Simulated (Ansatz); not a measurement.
Starting cell, Zr (hcp, Mg type):

```yaml
crystal:
  lattice:
    - [6.49204, 0.00000, 0.00000]
    - [-1.62301, 2.81113, 0.00000]
    - [0.00000, 0.00000, 5.15071]
  atoms:
    - { symbol: Zr, position: [0.16667, 0.66667, 0.75000] }
    - { symbol: Zr, position: [0.66667, 0.66667, 0.75000] }
    - { symbol: Zr, position: [0.33333, 0.33333, 0.25000] }
    - { symbol: Zr, position: [0.83333, 0.33333, 0.25000] }
```

The atoms are displaced by Q × the pattern below (from a DFPT mode at M = (0.5, 0.0, 0.0), largest move 1; Q in Å), at fixed cell. (q is in reciprocal vectors of the primitive cell; the cell shown is doubled to hold the pattern.)

| atom | x | y | z |
|---|---|---|---|
| Zr1 | 0.000 | 0.000 | -1.000 |
| Zr2 | 0.000 | 0.000 | 1.000 |
| Zr3 | 0.000 | 0.000 | -1.000 |
| Zr4 | 0.000 | 0.000 | 1.000 |

Calculation: r2SCAN (plane waves to 500 eV, PAW, scalar-relativistic; Ansatz, a quantum-chemistry and plane-wave program). k mesh 8×16×9 (Γ-centred), Fermi-Dirac smearing 0.05 eV. The energy includes the smearing's −TS. With partly filled bands, energies and forces of such displacements shift with the k mesh and the smearing. Zr is run without spin polarisation. Zr was relaxed with its symmetry unable to fall. The zero of ΔE is the undisplaced structure. The last digit holds for this mesh only.

```json
[
 {"Q (Å)": "-0.180", "ΔE (meV/cell)": "163.1"},
 {"Q (Å)": "-0.150", "ΔE (meV/cell)": "withheld"},
 {"Q (Å)": "-0.120", "ΔE (meV/cell)": "70.0"},
 {"Q (Å)": "-0.090", "ΔE (meV/cell)": "38.7"},
 {"Q (Å)": "-0.060", "ΔE (meV/cell)": "16.9"},
 {"Q (Å)": "-0.030", "ΔE (meV/cell)": "4.2"},
 {"Q (Å)": "0.000", "ΔE (meV/cell)": "0.0"},
 {"Q (Å)": "0.030", "ΔE (meV/cell)": "4.2"},
 {"Q (Å)": "0.060", "ΔE (meV/cell)": "16.9"},
 {"Q (Å)": "0.090", "ΔE (meV/cell)": "38.7"},
 {"Q (Å)": "0.120", "ΔE (meV/cell)": "70.0"},
 {"Q (Å)": "0.150", "ΔE (meV/cell)": "withheld"},
 {"Q (Å)": "0.180", "ΔE (meV/cell)": "163.1"}
]
```

Question: Fit an even polynomial form (powers 2, 4) to the given rows and predict ΔE at Q = 0.150.

Answer: Least squares on the 11 given rows: ΔE = (4706)·Q² + (10160)·Q⁴, in meV/cell with Q in Å; root-mean-square residual 0.10 meV/cell. At 0.150 the fit gives 111.0 meV/cell; the calculation gives 111.1 meV/cell, so the interpolation is off by -0.1 (-0.1 %). The quadratic term alone would give 105.9 meV/cell.

(A displaced cell: forces are minus the slopes of the energy, force constants its curvatures, and phonons follow from these.)
